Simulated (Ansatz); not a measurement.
**Structures of Rb3P2: which is lowest?**

Plane-wave DFT in Ansatz with scalar-relativistic PAW potentials, cutoff 420 eV, Γ-centred meshes chosen by cell and gap, Gaussian smearing with energies taken to zero width. Every cell was relaxed (cell and atoms) in a run of its own, within the symmetry of its start. Functional: PBE.

Relaxed structures (starts from databases or built by putting these elements on another compound's sites):
A. R-3m, 5 atoms in the computed cell, a = 5.413 Å, c = 30.781 Å; sites (symmetry × multiplicity) Rb -3m × 3 + 3m × 6, P 3m × 6; start: built
B. R-3c, 10 atoms in the computed cell, a = 9.659 Å, c = 15.158 Å; sites (symmetry × multiplicity) Rb .2 × 18, P 3. × 12; start: built

**Question.** Rank them by energy. Could pressure change the order?

**Answer.**
| structure | group | E − E(lowest) (meV/atom) | V (Å³/atom) | gap on mesh (eV) |
| --- | --- | --- | --- | --- |
| B | R-3c | 0.0 | 40.82 | 0.00 |
| A | R-3m | 439 | 52.08 | 0.00 |

B is lowest, 439 meV/atom under A. The lowest is also the densest of these, so pressure wouldn't bring one of the others in at first order. Other structures may lie lower than all of these, and vibrations aren't counted.